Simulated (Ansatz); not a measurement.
BAsO$_{4}$:
```
BAsO4
1.0
   -2.24300     2.24300     3.40617
    2.24300    -2.24300     3.40617
    2.24300     2.24300    -3.40617
B As O
1 1 4
Cartesian
  2.24300   0.00000   1.70309
  0.00000   0.00000   0.00000
  0.70826   1.23566  -0.90275
 -1.00733   1.53474   4.30892
  1.53474   1.00733   2.50342
  3.25033   0.70826   0.90275
```

Relaxed with r²SCAN.

Problem. Map the electron localisation function on the plane through (0.250, 0.750, 0.500) spanned by u = [1, -1, 0] and v = [1, 1, -1] in lattice vectors, from r²SCAN (plane waves, PAW; program Ansatz).

Solution. x is the fraction of u, y of v (the angle between them is 90°; rows are the nearest grid lines); atoms in the plane: B at (0.00, 0.00), As at (0.25, 0.50), O at (0.81, 0.08).
```
|001567788764100000001467887765100|
|432111010000000000000000000123444|
|542100000000000000000000000135665|
|543100000010000000001122111234565|
|431000035676410000246776532111234|
|000001478887531002578888875310000|
|000001367765310012578888876310000|
|000000000000012211124677764100000|
|787641000025789987510001100000367|
|999875322468874368985200000047999|
|998875444568875479997400000258999|
|887654211125678899875100000136888|
|333344211124322111100000000000223|
|000123344554421000000000000000000|
|000011234555321000000000000000000|
|310000123432101245542000000002333|
|763000000000036899987531000135677|
|442100000001368988888753221112344|
|110000000000368999887643222110111|
|000013442100013555532112355542100|
|003689999862000000000257888888520|
|236898999997410000014799842489852|
|237998899997410000025899986799952|
|001567788764100000001467887765100|
```
Scale: ten equal steps from 0.000 (start of '0') to 0.881 (end of '9'), in the order '0123456789'; x runs from 0.000 to 1.00, y from 0.000 (bottom) to 1.00 (top).

The density is the valence pseudo-density with augmentation charge, so density and ELF within about 1 Å of a nucleus are not all-electron values.

Space group I-4. The workflow started from a Materials Project entry (that database holds measured and hypothetical structures alike); the Crystallography Open Database files this formula in space group No. 82, but the cells were not matched. Its standing as an ambient phase is unchecked. The r²SCAN relaxation kept the symmetry of its start; whether a distortion lowers the energy is not shown.

Potentials: the later of the program's two PAW sets.
